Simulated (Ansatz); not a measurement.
MoSe$_{2}$:
```yaml
crystal:
  lattice:
    - [3.27706, 0.00000, 0.00000]
    - [-1.63853, 2.83801, 0.00000]
    - [0.00000, 0.00000, 12.73290]
  atoms:
    - { symbol: Mo, position: [0.66667, 0.33333, 0.25000] }
    - { symbol: Mo, position: [0.33333, 0.66667, 0.75000] }
    - { symbol: Se, position: [0.33333, 0.66667, 0.38147] }
    - { symbol: Se, position: [0.66667, 0.33333, 0.61853] }
    - { symbol: Se, position: [0.66667, 0.33333, 0.88147] }
    - { symbol: Se, position: [0.33333, 0.66667, 0.11853] }
```

This is the PBE+D3(BJ)-relaxed structure. x, y and z are the axes in which the lattice vectors are written.

Q: All from PBE+D3(BJ) (plane waves, PAW; program Ansatz), unless another level is named. Estimate the zero-point energy.

A: 37.8 meV/atom.

Q: Predict the Debye temperature from the elastic constants.

A: 293 K.

Q: Give the vibrational entropy at 300 K.

A: 29.0 J/(K·mol of atoms).

Q: What about the highest zone-centre frequency (without LO–TO term)?

A: 350 cm⁻¹.

Q: What about the elastic constants (relaxed ions, GPa)?

A: C11 = 185, C12 = 40.9, C13 = 13.1, C33 = 64.7, C44 = 22.2.

Space group P6_3/mmc. The cell was relaxed with PBE+D3(BJ) under the symmetry of its start; phonons on a q-mesh show no instability. No spin polarisation was allowed.

Potentials: the later of the program's two PAW sets.
